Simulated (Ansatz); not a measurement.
Relaxed-ion elastic tensor of NbRu (rock salt, space group No. 225) in GPa (Voigt order), the program Ansatz at the r²SCAN level (PAW); density 9.36 g/cm³, 17.21 Å³ per atom.

```
  341    130    130    0.0    0.0    0.0
  130    341    130    0.0    0.0    0.0
  130    130    341    0.0    0.0    0.0
  0.0    0.0    0.0  -15.9    0.0    0.0
  0.0    0.0    0.0    0.0  -15.9    0.0
  0.0    0.0    0.0    0.0    0.0  -15.9
```

### Question
Is the crystal mechanically stable?

### Answer
No: the smallest eigenvalue of C is -15.9 GPa.

Space group Fm-3m (rock salt). The start of the workflow was typed in or built on a structure type; neither database checked (COD, Materials Project) lists it. COD files the formula under space group No. 123, 221. Its standing as an ambient phase is unchecked. Symmetry was held in the r²SCAN relaxation. At this level the phase is mechanically unstable. The run is not spin-polarised. Its formation energy is positive at this level, so the cell may be metastable or incomplete. As this level gives no gap, shear constants depend on the k-mesh and smearing (Fermi–Dirac, 0.1 eV here).

Potentials: the later of the program's two PAW sets.
